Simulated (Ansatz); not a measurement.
## What DFT gives for B

```xyz
12
Lattice="4.8846 0.0000 0.0000 -2.4423 4.2302 0.0000 -2.4423 1.4101 4.1690" Properties=species:S:1:pos:R:3 pbc="T T T"
B    -4.0222    5.1424    2.8270
B    -2.4423    2.4058    2.8270
B    -0.8624    5.1424    2.8270
B     4.0222    0.4979    1.3420
B     0.8624    0.4979    1.3420
B     2.4423    3.2344    1.3420
B    -1.0055    3.4006    0.3064
B     0.0000    1.6591    0.3064
B     1.0055    3.4006    0.3064
B     1.0055    2.2396    3.8626
B    -1.0055    2.2396    3.8626
B     0.0000    3.9812    3.8626
```

Level: r2SCAN, no spin polarisation; 500 eV; 6×6×6 Γ-centred mesh; fermi-dirac occupations (width 0.1 eV); Ansatz 0.2.0, fixed geometry.

Problem. Where is the largest force?

Solution. The largest is on B1 (and as large on other atoms): 0.93 eV/Å, components (0.46, -0.27, -0.76). It makes 6° with the line to a nearest neighbour, B4 at 1.70 Å, pointing towards it.

Problem. What is the character of the valence top and the conduction bottom?

Solution. Within 0.7 eV of the edges, the states project mainly on B p (95 %) below the gap and on B p (79 %) and B s (17 %) above it.

Problem. Metal or insulator? Give the gap.

Solution. The gap is 1.71 eV, indirect (the least direct gap found is 2.06 eV).

Problem. Is the cell too large or too small?

Solution. The pressure is 2.1 GPa (compression positive), so with the atoms held at these fractions the cell would first expand; the forces are large, so a full relaxation may end otherwise. The principal stresses 0.5, 2.8, 2.8 GPa differ, so its shape would change too.

Origin: a database entry at a rescaled volume.
